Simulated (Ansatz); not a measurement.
Total density of states per atom from plane-wave PAW r²SCAN (Ansatz code), in 0.25 eV bins, energy from the valence-band maximum:

(E (eV), states/eV/atom): (-7.85, 0.00); (-7.60, 0.00); (-7.35, 0.00); (-7.10, 0.00); (-6.85, 0.00); (-6.60, 0.00); (-6.35, 0.00); (-6.10, 0.00); (-5.85, 0.00); (-5.60, 0.20); (-5.35, 0.39); (-5.10, 0.52); (-4.85, 0.88); (-4.60, 1.24); (-4.35, 0.63); (-4.10, 0.32); (-3.85, 0.49); (-3.60, 1.07); (-3.35, 1.14); (-3.10, 0.67); (-2.85, 1.03); (-2.60, 1.04); (-2.35, 0.69); (-2.10, 0.57); (-1.85, 1.28); (-1.60, 1.29); (-1.35, 1.19); (-1.10, 0.97); (-0.85, 0.67); (-0.60, 1.17); (-0.35, 0.97); (-0.10, 0.24); (0.15, 0.00); (0.40, 0.00); (0.65, 0.00); (0.90, 0.00); (1.15, 0.37); (1.40, 1.23); (1.65, 1.31); (1.90, 1.34); (2.15, 0.83); (2.40, 1.18); (2.65, 0.71); (2.90, 0.52); (3.15, 0.42); (3.40, 1.10); (3.65, 0.68); (3.90, 0.62); (4.15, 0.34); (4.40, 0.13); (4.65, 0.20); (4.90, 0.27); (5.15, 0.28); (5.40, 0.27); (5.65, 0.18)

**Question.** Which compound is it?
A. Te2Mo, P6_3/mmc (Te on 4f, Mo on 2c)
B. Te4Pt3, R-3m (Te on 6c, Te on 6c, Pt on 6c, Pt on 3b)
C. Te2Pd3, Cmcm (Te on 4a, Te on 4c, Pd on 4c, Pd on 8f)
D. SnTe, rock salt

**Answer.** A, Te2Mo, P6_3/mmc (Te on 4f, Mo on 2c). Top 1 eV of the valence band: Mo 4d 59 %, Te 5p 36 %. Bottom 1 eV of the conduction band: Mo 4d 67 %, Te 5p 27 %. Projections are on Löwdin-orthogonalised atomic valence shells; empty p or d shells of many metals are not among them.

The r²SCAN relaxation kept the symmetry of its start. No spin polarisation was allowed. A crystal of weakly bound layers computed without a dispersion correction: the cell and the soft elastic constants depend strongly on that. Spin–orbit coupling is left out wherever it is not named.

Potentials: the earlier of the program's two PAW sets.
